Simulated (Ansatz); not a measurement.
Input:

Na (bcc (W type), Im-3m), a = 4.053 Å, b = 4.053 Å, c = 4.053 Å, α = 90.00°, β = 90.00°, γ = 90.00°; the cell used has 1 atom.

This is the LDA-relaxed structure.

Question: All from the program Ansatz at the LDA level (PAW), unless another level is named. Predict the vibrational entropy at 300 K.

Answer: 47.9 J/(K·mol of atoms).

Question: Next, the Young's modulus?

Answer: 8.4 GPa.

The LDA relaxation kept the symmetry of its start; phonons on a q-mesh show no instability.

Potentials: the earlier of the program's two PAW sets.
